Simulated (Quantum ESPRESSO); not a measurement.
Zr2WF2O6, convergence and cost over cutoff and k mesh

Computed values, not a measurement. The program is pw.x of Quantum ESPRESSO 7.5 (plane-wave density functional theory). The cell is made up: 11 atoms on a rutile lattice with one site empty, with randomly drawn elements, strain and displacements, not relaxed. PseudoDojo standard norm-conserving files (v0.5 for PBE, v0.4.1 for LDA and PBEsol) set the functional; there is no spin polarisation, spin-orbit coupling or dispersion term, and the masses in the input are unused placeholders.

Input of the run in row 4:

```
&control calculation='scf', pseudo_dir='./dojo.nc.sr.pbe.v0_5.standard.upf', outdir='./o', disk_io='medium', tprnfor=.true., tstress=.true. /
&system ibrav=0, nat=11, ntyp=4, nbnd=50, ecutwfc=84.00895049, nosym=.true., tot_charge=0,
 occupations='smearing', smearing='fd', degauss=0.0018374661
/
&electrons conv_thr=7.350e-09, electron_maxstep=60, /
ATOMIC_SPECIES
F 1.0 F.upf
O 1.0 O.upf
W 1.0 W.upf
Zr 1.0 Zr.upf
CELL_PARAMETERS angstrom
4.9849 0.0 0.0
0.0 4.9849 0.0
0.0 0.0 6.6533
ATOMIC_POSITIONS angstrom
Zr 0.047 0.0406 -0.0142
Zr -0.0618 -0.0624 3.2845
W 2.5005 2.5881 4.9764
F 1.5539 1.5772 -0.044
O 3.4356 3.4906 -0.0024
O 3.9805 1.0069 1.5629
F 0.9634 3.8698 1.7329
O 1.5394 1.4162 3.3787
O 3.4714 3.503 3.2775
O 3.9048 0.9285 5.0947
O 0.9085 4.0629 5.0011
K_POINTS automatic
5 5 4 1 1 1
```

The same cell was run at these settings. Meshes are shifted by half a step, and differences are from the last row, which is itself not exact.

| cutoff (eV) | k mesh | k points solved | threshold (eV) | free energy less the last row's (eV) | pressure (GPa) | largest stress difference (GPa) | largest force difference (eV/Å) | iterations | wall time (s) | k-point pools | processor |
| --- | --- | --- | --- | --- | --- | --- | --- | --- | --- | --- | --- |
| 800 | 2 x 2 x 2 | 4 | 1e-04 | 1.364 | -31.10 | 9.61 | 0.042 | 14 | 101 | 1 | AMD EPYC, Zen 5 class |
| 1143 | 2 x 2 x 2 | 4 | 1e-07 | -0.004 | -21.61 | 0.12 | 0.044 | 20 | 237 | 1 | AMD EPYC, Zen 5 class |
| 735 | 5 x 5 x 4 | 50 | 1e-07 | 3.190 | -39.88 | 18.34 | 0.031 | 21 | 776 | 1 | AMD EPYC, Zen 5 class |
| 1143 | 5 x 5 x 4 | 50 | 1e-07 | 0.004 | -21.60 | 0.02 | 0.001 | 20 | 1860 | 1 | AMD EPYC, Zen 5 class |
| 1467 | 7 x 7 x 6 | 147 | 1e-07 | 0.000 | -21.58 | 0.00 | 0.000 | 20 | 1088 | 4 | AMD EPYC, Zen 5 class |

Each pool is one process. Wall times include start-up and a band step at six k points, which weighs most on the coarsest meshes. The runs were on shared virtual cores whose load varied, so times are rough.